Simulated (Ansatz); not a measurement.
Al3Ni2:
```yaml
crystal:
  lattice:
    - [4.00845, 0.00000, 0.00000]
    - [-2.00422, 3.47142, 0.00000]
    - [0.00000, 0.00000, 4.85775]
  atoms:
    - { symbol: Al, position: [0.00000, 0.00000, 0.00000] }
    - { symbol: Al, position: [0.33333, 0.66667, 0.64829] }
    - { symbol: Al, position: [0.66667, 0.33333, 0.35171] }
    - { symbol: Ni, position: [0.33333, 0.66667, 0.14621] }
    - { symbol: Ni, position: [0.66667, 0.33333, 0.85379] }
```

Relaxed with r²SCAN. Special points in fractions of this cell's reciprocal vectors: Γ (0.000, 0.000, 0.000); M (0.500, 0.000, 0.000); K (0.333, 0.333, 0.000); A (0.000, 0.000, 0.500); L (0.500, 0.000, 0.500); H (0.333, 0.333, 0.500).

**Question.** List the band energies nearest the Fermi level at these points for the program Ansatz at the r²SCAN level (PAW).

**Answer.** In eV from the Fermi level; about four levels below and three above (degenerate sets whole), none deeper than 8.9 eV; points with the same levels are listed once.

| k | below | above |
|---|---|---|
| Γ | -1.82 -1.72 -1.72 -1.33 | 1.26 1.26 3.28 3.28 |
| M | -1.90 -1.60 -1.59 -1.36 | 1.49 2.32 2.46 |
| K | -1.94 -1.94 -1.93 -0.92 -0.92 | 1.34 2.68 2.68 |
| A | -1.84 -1.84 -1.83 -1.83 | 2.85 2.85 2.91 2.91 |
| L | -1.81 -1.77 -1.07 -0.42 | 1.62 2.37 3.48 |
| H | -1.70 -1.41 -1.41 -0.06 | 6.28 7.07 7.07 |

Space group P-3m1 (La2O3 or Ni2Al3 type). The workflow started from a Materials Project entry (that database holds measured and hypothetical structures alike); the Crystallography Open Database copy checked does not list it. Whether it is the stable phase at ambient conditions was not checked. The r²SCAN relaxation kept the symmetry of its start; of distortions, only those at the zone centre were tested. No spin polarisation was allowed.

Potentials: the later of the program's two PAW sets.
